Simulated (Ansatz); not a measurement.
Si$_{3}$Mo$_{5}$:
```yaml
crystal:
  lattice:
    - [7.26820, 0.00000, 0.00000]
    - [-3.63410, 6.29445, 0.00000]
    - [0.00000, 0.00000, 5.03483]
  atoms:
    - { symbol: Si, position: [0.39417, 0.39417, 0.75000] }
    - { symbol: Si, position: [0.60583, 0.60583, 0.25000] }
    - { symbol: Si, position: [0.00000, 0.39417, 0.25000] }
    - { symbol: Si, position: [0.00000, 0.60583, 0.75000] }
    - { symbol: Si, position: [0.60583, 0.00000, 0.75000] }
    - { symbol: Si, position: [0.39417, 0.00000, 0.25000] }
    - { symbol: Mo, position: [0.66667, 0.33333, 0.00000] }
    - { symbol: Mo, position: [0.33333, 0.66667, 0.00000] }
    - { symbol: Mo, position: [0.33333, 0.66667, 0.50000] }
    - { symbol: Mo, position: [0.66667, 0.33333, 0.50000] }
    - { symbol: Mo, position: [0.75937, 0.75937, 0.75000] }
    - { symbol: Mo, position: [0.24063, 0.24063, 0.25000] }
    - { symbol: Mo, position: [0.00000, 0.75937, 0.25000] }
    - { symbol: Mo, position: [0.00000, 0.24063, 0.75000] }
    - { symbol: Mo, position: [0.24063, 0.00000, 0.75000] }
    - { symbol: Mo, position: [0.75937, 0.00000, 0.25000] }
```

Relaxed with r²SCAN. Special points in fractions of this cell's reciprocal vectors: Γ (0.000, 0.000, 0.000); M (0.500, 0.000, 0.000); K (0.333, 0.333, 0.000); A (0.000, 0.000, 0.500); L (0.500, 0.000, 0.500); H (0.333, 0.333, 0.500).

List the band energies nearest the Fermi level at these points for r²SCAN with spin–orbit coupling (plane waves, PAW; program Ansatz).

In eV from the Fermi level; about four levels below and three above (degenerate sets whole), none deeper than 8.9 eV; points with the same levels are listed once.

```
k                    below                above
-  -----------------------  -------------------
Γ  -0.32 -0.32 -0.29 -0.29  0.42 0.42 0.55 0.55
M  -0.25 -0.25 -0.07 -0.07  0.13 0.13 0.17 0.17
K  -0.05 -0.05 -0.04 -0.04  0.26 0.26 0.46 0.46
A  -0.02 -0.02 -0.02 -0.02  0.03 0.03 0.03 0.03
L  -0.34 -0.34 -0.34 -0.34  0.09 0.09 0.09 0.09
H  -0.12 -0.12 -0.12 -0.12  0.07 0.07 0.07 0.07
```

Space group P6_3/mcm. The first step of the workflow began from a Materials Project structure, measured or hypothetical; the Crystallography Open Database copy checked does not list it. COD files the formula under space group No. 140. Whether it is the stable phase at ambient conditions was not checked. Symmetry was held in the r²SCAN relaxation; whether a distortion lowers the energy is not shown. The run is not spin-polarised.

Potentials: the later of the program's two PAW sets.
